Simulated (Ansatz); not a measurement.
Given:

MoP:
```yaml
crystal:
  lattice:
    - [3.22979, 0.00000, 0.00000]
    - [-1.61490, 2.79708, 0.00000]
    - [0.00000, 0.00000, 6.44055]
  atoms:
    - { symbol: Mo, position: [0.00000, 0.00000, 0.00000] }
    - { symbol: Mo, position: [0.00000, 0.00000, 0.50000] }
    - { symbol: P, position: [0.33333, 0.66667, 0.25000] }
    - { symbol: P, position: [0.66667, 0.33333, 0.75000] }
```

This is the PBE-relaxed structure.

Question: All from PBE (plane waves, PAW; program Ansatz), unless another level is named. Estimate the electronic character.

Answer: metallic (no gap).

Question: Give the density of states at the Fermi level.

Answer: 0.46 states/eV per atom (mean over ±0.08 eV).

Question: And the formation energy from the elements (no fitted shifts)?

Answer: -0.63 eV/atom.

Space group P6_3/mmc (NiAs type). A made-up cell: these elements were put on the sites of a structure type; neither database checked (COD, Materials Project) lists it. COD files the formula under space group No. 187, so this cell is another polymorph or a model. Its standing as an ambient phase is unchecked. Symmetry was held in the PBE relaxation; whether a distortion lowers the energy is not shown. The run is not spin-polarised. The references are the lowest solids computed at this level, not always the standard phases. Scalar-relativistic: spin–orbit coupling is off unless named, which matters more the heavier the elements.

Potentials: the later of the program's two PAW sets.
